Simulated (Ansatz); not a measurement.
According to LDA (plane waves, PAW; program Ansatz), CoSn in the hexagonal phase (P6/mmm; Co on 3f, Sn on 2d, Sn on 1a) relaxes to a = 5.172 Å, c = 4.125 Å. Its formation energy from the elements is -0.19 eV/atom, with no fitted shifts.

Electronic character: metallic (no gap).

An equation-of-state fit gives a bulk modulus of 157 GPa. The relaxed-ion elastic constants in GPa are C11 = 266, C12 = 121, C13 = 84.9, C33 = 303, C44 = 83.0. The elastic constants imply a Debye temperature near 395 K. The highest mode at Γ lies at 8.44 THz.

The LDA relaxation kept the symmetry of its start; of distortions, only those at the zone centre were tested. No spin polarisation was allowed. As this level gives no gap, shear constants depend on the k-mesh and smearing (Fermi–Dirac, 0.1 eV here). As this level gives no gap, phonon frequencies hold no LO–TO term and depend on the k-mesh and smearing (Fermi–Dirac, 0.1 eV here). Axis ratios of metals converge slowly with the k-mesh, so a and c are less sure than the volume. On the denser mesh and wider smearing of the elastic run this cell carries a stress of 0.6 GPa. The references are the lowest solids computed at this level, not always the standard phases. Spin–orbit coupling is left out wherever it is not named.

Potentials: the later of the program's two PAW sets.
